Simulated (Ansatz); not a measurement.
# RbSb4F13: a ladder of calculations

Cell of run 1: a structure deposited in the COD, taken as it stands.

Space group I4/m (No. 87); a = 9.6350, c = 6.5630 Å.

```csv
site,Wyckoff,site symmetry,x,y,z
Rb,2b,4/m..,0.0000,0.0000,0.5000
Sb,8h,m..,0.2980,0.9806,0.0000
F6,2a,4/m..,0.0000,0.0000,0.0000
F7,8h,m..,0.3470,0.9030,0.5000
F11,16i,1,0.0970,0.7920,0.7640
```

One atom of each set is listed; the run and its k-mesh use a cell of 18 atoms with edges of 7.56, 7.56, 7.56 Å.

Relaxed positions (PBE, cell held):

Rb (0.0000, 0.0000, 0.5000)
Sb (0.2771, 0.9937, 0.0000)
F6 (0.0000, 0.0000, 0.0000)
F7 (0.3766, 0.9386, 0.5000)
F11 (0.1126, 0.7918, 0.7780)

All runs are DFT with Ansatz 0.2.0 (plane waves and PAW, scalar-relativistic unless spin–orbit coupling is named, Γ-centred meshes, Fermi–Dirac smearing where given) in this cell.

Run 1: PBE, atoms as given; 420 eV, 5×5×5 k-points, smearing 0.02 eV.
Run 2: PBE, atoms relaxed; 420 eV, 5×5×5 k-points, smearing 0.02 eV.
Run 3: r2SCAN, at the relaxed atoms; 500 eV, 5×5×5 k-points, smearing 0.02 eV.
Run 4: PBE with spin–orbit coupling, at the relaxed atoms; 420 eV, 5×5×5 k-points, smearing 0.02 eV.

```csv
run,Sb V_zz (η),F7 V_zz (η),F11 V_zz (η)
1,-32.9 (0.10),10.42 (0.02),13.50 (0.33)
2,-31.7 (0.15),10.60 (0.23),11.69 (0.26)
3,?,?,?
4,-31.9 (0.15),10.70 (0.23),11.79 (0.25)
```

V_zz in 10²¹ V/m²; 3 of the 5 sets of like atoms are followed.

Problem. Estimate the row of run 3.

Solution. Sb: -33.9 (0.16); F7: 10.68 (0.25); F11: 12.02 (0.24). It lies nearest to run 4, from whose tensors on these sites it differs by 2.07 at most (largest principal value of the difference, on Sb). Taken one at a time, the positions of the atoms (as given or relaxed) move the tensors on these sites by up to 9.04 (largest principal value of the change, on F7), the functional (r2SCAN with its higher cutoff) by 2.23 (Sb), spin–orbit coupling by 0.16 (Sb).

With these PAW files V_zz is typically within 2 to 3 % of all-electron values, but misses above 10 % occur on Sb. The database positions were far from equilibrium, so the relaxed structure may not be the compound's real one. In runs 1, 3 the atoms aren't at the calculated equilibrium (largest force 3.8, 0.79 eV/Å). Run 1: The database positions are far from the calculated equilibrium, so these values describe the entry as written and may be far from the real compound's.
